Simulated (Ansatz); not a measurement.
Os (diamond, Fd-3m) at seven volumes, PBEsol in the plane-wave PAW code Ansatz, scaled uniformly. One row is withheld.

```csv
V (Å³/atom),P (GPa)
18.933,26.12
19.557,15.93
20.182,?
20.806,0.00
21.430,-6.18
22.054,-11.40
22.678,-15.80
```

**Question.** Fit the shown pressures and predict the withheld one.

**Answer.** P = (3/2)B₀(x^(7/2) − x^(5/2))[1 + (3/4)(B′ − 4)(x − 1)] with x = (V₀/V)^(2/3). Least squares on the six rows gives V₀ = 20.806 Å³/atom, B₀ = 223 GPa, B′ = 4.56. At V = 20.182, x = 1.0205 and P = 7.28 GPa. The run itself gave 7.30 GPa.

The start of the workflow was typed in or built on a structure type; neither database checked (COD, Materials Project) lists it. It is not the phase usual at ambient conditions (space group No. 194). The PBEsol relaxation kept the symmetry of its start; of distortions, only those at the zone centre were tested. No spin polarisation was allowed. Spin–orbit coupling is left out wherever it is not named.

Potentials: the later of the program's two PAW sets.
